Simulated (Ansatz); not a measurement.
Computed with Ansatz 0.2.0, DFT PBE, scalar-relativistic, plane waves, PAW. Settings: cutoff 420 eV, Γ-centred meshes spaced at most about 0.3 Å⁻¹, and about 0.25 Å⁻¹ or finer for metals (2π included), Gaussian smearing. No spin polarisation in the final relaxations.

All energies are static (0 K, no zero-point motion).

Compare these two cells of Y2Lu3F, each relaxed at this level.

1.

```yaml
crystal:
  lattice:
    - [4.50512, 0.00000, 0.00000]
    - [0.00000, 4.50512, 0.00000]
    - [0.00000, 0.00000, 8.38850]
  atoms:
    - { symbol: Y, position: [0.00000, 0.00000, 0.91972] }
    - { symbol: Y, position: [0.50000, 0.50000, 0.65034] }
    - { symbol: Lu, position: [0.00000, 0.00000, 0.54257] }
    - { symbol: Lu, position: [0.50000, 0.00000, 0.27091] }
    - { symbol: Lu, position: [0.00000, 0.50000, 0.27091] }
    - { symbol: F, position: [0.50000, 0.50000, 0.90904] }
```

2.

```yaml
crystal:
  lattice:
    - [5.39954, 0.00000, 0.00000]
    - [-2.69977, 4.67614, 0.00000]
    - [0.00000, 0.00000, 6.63740]
  atoms:
    - { symbol: Y, position: [0.00000, 0.00000, 0.26480] }
    - { symbol: Y, position: [0.00000, 0.00000, 0.73520] }
    - { symbol: Lu, position: [0.33333, 0.66667, 0.50000] }
    - { symbol: Lu, position: [0.66667, 0.33333, 0.00000] }
    - { symbol: Lu, position: [0.66667, 0.33333, 0.50000] }
    - { symbol: F, position: [0.33333, 0.66667, 0.00000] }
```

Problem. Which is lower in energy, and by how much?

Solution. Cell 1 is lower, by 158 meV/atom. Cell 1 has space group P4mm (No. 99), 28.4 Å³/atom and no gap on its mesh; cell 2 has space group P-6m2 (No. 187), 27.9 Å³/atom and no gap. Counting Lu or Y atoms around F (for each partner element, those within 1.25 times its shortest distance or 1.15 times the sum of covalent radii, where it is the nearest in units of that sum or under 1.3; the shortest distance is added where it exceeds 1.18 times the sum of covalent radii), cell 1 has F 1 and cell 2 has F 5 from 3.1 Å. In cell 1, Y on its first site has 1 Lu at 3.16 Å, 4 F at 3.19 Å, 4 Lu at 3.71 Å and 4 Y at 3.91 Å; around Lu on a site of symmetry 4mm lie 5 Y at 3.16–3.31 Å and 4 Lu at 3.20 Å; around F lie 1 Y at 2.17 Å and 4 Y at 3.19 Å; 2 more sites not described. In cell 2, around Y lie 1 Y at 3.12 Å, 9 Lu at 3.49–3.58 Å, 1 Y at 3.52 Å and 3 F at 3.58 Å; around Lu on its first site lie 3 Lu at 3.12 Å, 2 F at 3.32 Å and 6 Y at 3.49 Å; F has 3 Lu at 3.12 Å, 2 Lu at 3.32 Å and 6 Y at 3.58 Å; 2 more sites not described. Both come from invented guesses.

A magnetic state wasn't ruled out in cells without spin, among them P-6m2. Cells relaxed within their symmetry can be saddle points.
